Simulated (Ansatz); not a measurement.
Calculated ³⁹K NMR of the central transition for KLiB2H8

Cell: a Materials Project structure (computed, not necessarily an observed phase).

Space group Pnma (No. 62); a = 7.8974, b = 4.4054, c = 14.0926 Å.

| site | Wyckoff | site symmetry | x | y | z |
| --- | --- | --- | --- | --- | --- |
| K | 4c | .m. | 0.3402 | 0.2500 | 0.1292 |
| Li | 4c | .m. | 0.1883 | 0.2500 | 0.8624 |
| B9 | 4c | .m. | 0.2460 | 0.2500 | 0.4531 |
| B13 | 4c | .m. | 0.9294 | 0.2500 | 0.7624 |
| H17 | 8d | 1 | 0.3344 | 0.4739 | 0.4696 |
| H25 | 4c | .m. | 0.1974 | 0.2500 | 0.3708 |
| H29 | 4c | .m. | 0.1228 | 0.2500 | 0.5066 |
| H33 | 8d | 1 | 0.9901 | 0.4803 | 0.7977 |
| H41 | 4c | .m. | 0.7766 | 0.2500 | 0.7766 |
| H45 | 4c | .m. | 0.9550 | 0.2500 | 0.6763 |

One atom of each set is listed.

Method: Kohn–Sham DFT in Ansatz, PBE, plane waves and PAW, scalar-relativistic, 420 eV cutoff, Γ-centred 4×6×2 k-points, Fermi–Dirac smearing 0.02 eV.

³⁹K has I = 3/2 and Q = 60.30 mb (Pyykkö 2018); at 16.4 T its Larmor frequency is ν₀ = 32.6 MHz. Only the quadrupole interaction is simulated: positions count from each site's isotropic chemical shift, and J coupling is left out, as are shift anisotropy and dipolar coupling, which fast spinning averages.

(1) Simulate the second-order pattern (fast magic-angle spinning, Gaussian broadening 0.01 kHz) of site K (14 H at 2.73–3.05 Å).

Results:

(1) The calculation gives C_Q = -0.436 MHz and η = 0.82, so ν_Q = 0.218 MHz and the centre of gravity lies at -5.46 ppm (-0.178 kHz).

(offset (kHz), height): (-0.4263, 0), (-0.4118, 1), (-0.3973, 7), (-0.3828, 8), (-0.3683, 16), (-0.3539, 19), (-0.3394, 20), (-0.3249, 21), (-0.3104, 22), (-0.2959, 23), (-0.2814, 25), (-0.2669, 27), (-0.2524, 29), (-0.2379, 33), (-0.2234, 61), (-0.2089, 100), (-0.1944, 84), (-0.1799, 87), (-0.1654, 82), (-0.1509, 62), (-0.1364, 52), (-0.1219, 46), (-0.1074, 42), (-0.0929, 39), (-0.0784, 36), (-0.0640, 34), (-0.0495, 32), (-0.0350, 30), (-0.0205, 29), (-0.0060, 21), (0.0085, 1), (0.0230, 0)

Hardware: 1 thread of AMD EPYC 9R14 (Zen 4) (x86_64; 16 cores open to the job, memory cap 2.5 GiB, no GPU), a shared host with a load of 0.5 a core. Wall time 64 s, CPU time 64 s, peak memory 1.3 GiB.
